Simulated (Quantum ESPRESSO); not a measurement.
Space group Fm-3m (No. 225); a = b = c = 6.8432 Å, α = β = γ = 90.00°

```csv
atom,site,symmetry,x,y,z
Br,4b,m-3m,0.5000,0.5000,0.5000
Rb,4a,m-3m,0.0000,0.0000,0.0000
```
(The calculation used a cell of 2 atoms; values per cell refer to that cell.)

Cell and atoms were relaxed with PBEsol from Materials Project entry mp-22867, within its symmetry.

### Question
What does PBEsol (Quantum ESPRESSO, PseudoDojo norm-conserving, 46 Ry, with spin-orbit coupling) give for the electronic structure near the Fermi level?

### Answer
The PBEsol gap is direct, 4.06 eV at Γ.
